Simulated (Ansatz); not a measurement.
# 7 guesses for Be₂ZnSe₃ and where they end

Method: Ansatz 0.2.0, DFT PBE, scalar-relativistic, plane waves, PAW. Settings: cutoff 420 eV, Γ-centred meshes spaced at most about 0.3 Å⁻¹, and about 0.25 Å⁻¹ or finer for metals (2π included), Gaussian smearing. No spin polarisation in the final relaxations.

Each guess was relaxed in cell and atoms at zero pressure, within the symmetry of its start. These are static total energies at zero pressure. Coordination counts Se atoms around Be and Zn (those within 1.25 times the shortest such distance or 1.15 times the sum of covalent radii; a plus sign parts nearer from farther groups; the shortest distance is added where it is long for a bond).

```csv
guess,made from,start group,V start (Å³/atom),end group,V end (Å³/atom),coordination at the end,gap on mesh (eV),E over the lowest end (meV/atom)
1,random cell,P6/mmm,14.3,P6/mmm,28.4,"Be 6 from 2.9 Å, Zn 12 from 4.3 Å",0,985
2,Ti2CuSb3 type,P-4m2,19.2,P-4m2,24.0,"Be 1+4, Zn 4",0,0
3,LaAl2Cu3 type,Cmmm,19.0,Cmmm,19.4,"Be 4, Zn 2",0,283
4,NaSn2Pd3 type,P6mm,19.3,P6mm,22.0,"Be 3, Zn 6 from 3.6 Å",0,345
5,Ti3SnC2 type,P6_3/mmc,15.7,?,?,?,?,?
6,random cell,P4/mmm,19.8,P4/mmm,26.6,"Be 2, Zn 4+2 from 3.2 Å",0,784
7,LuB2Os3 type,P6/mmm,17.9,P6/mmm,19.7,"Be 6, Zn 12 from 3.8 Å",0,460
```

Guess 5 as it starts:

```cif
data_structure
_symmetry_space_group_name_H-M 'P 1'
_symmetry_Int_Tables_number 1
_cell_length_a 3.3183
_cell_length_b 3.3183
_cell_length_c 19.7458
_cell_angle_alpha 90.000
_cell_angle_beta 90.000
_cell_angle_gamma 120.000
_cell_volume 188.30
loop_
_atom_site_label
_atom_site_type_symbol
_atom_site_fract_x
_atom_site_fract_y
_atom_site_fract_z
_atom_site_occupancy
Be1 Be 0.33333 0.66667 0.93156 1
Be2 Be 0.66667 0.33333 0.06844 1
Be3 Be 0.66667 0.33333 0.43156 1
Be4 Be 0.33333 0.66667 0.56844 1
Zn1 Zn 0.00000 0.00000 0.25000 1
Zn2 Zn 0.00000 0.00000 0.75000 1
Se1 Se 0.00000 0.00000 0.00000 1
Se2 Se 0.33333 0.66667 0.12480 1
Se3 Se 0.33333 0.66667 0.37520 1
Se4 Se 0.00000 0.00000 0.50000 1
Se5 Se 0.66667 0.33333 0.62480 1
Se6 Se 0.66667 0.33333 0.87520 1
```

Task: Fill in the missing row: what does this guess relax into, and where does it rank?

Result: It ends in space group P6_3/mmc (No. 194), with a = 3.553 Å, c = 18.133 Å, 16.5 Å³/atom and no gap. It lies 20 meV/atom over the lowest end, above guess 2 and below guess 3. Counting Se atoms around Be and Zn, this end has Be 6, Zn 6 and the lowest (guess 2) has Be 1+4, Zn 4.

```cif
data_structure
_symmetry_space_group_name_H-M 'P6_3/mmc'
_symmetry_Int_Tables_number 194
_cell_length_a 3.5534
_cell_length_b 3.5534
_cell_length_c 18.1332
_cell_angle_alpha 90.000
_cell_angle_beta 90.000
_cell_angle_gamma 120.000
_cell_volume 198.29
loop_
_atom_site_label
_atom_site_type_symbol
_atom_site_symmetry_multiplicity
_atom_site_Wyckoff_symbol
_atom_site_fract_x
_atom_site_fract_y
_atom_site_fract_z
_atom_site_occupancy
Be1 Be 4 f 0.33333 0.66667 0.92037 1
Zn1 Zn 2 b 0.00000 0.00000 0.25000 1
Se1 Se 2 a 0.00000 0.00000 0.00000 1
Se2 Se 4 f 0.33333 0.66667 0.15216 1
```

Formation energies are uncorrected and refer to the elements' standard structures at the same level.

Task: Is the lowest end bound against the elements?

Result: Yes: its formation energy is −0.24 eV/atom. It lies below the elements, which doesn't yet make it stable against other compounds or structures.

No dispersion correction is applied, so the spacing and binding between layers, chains or molecules are poorly described (P-4m2), and this can change margins and order among such cells. The zero gap of P6_3/mmc may come from the functional, which often closes small gaps. A magnetic state wasn't ruled out in cells without spin, among them P6/mmm at 28.4 Å³/atom. The reference form of Se is held partly by dispersion forces, which this level lacks. Cells relaxed within their symmetry can be saddle points; a later kick test found a lower structure for Be2ZnSe3 Cmmm. A lower structure may well exist outside this small set. Some candidate types were left out of the draw beforehand, so a known form may be missing.
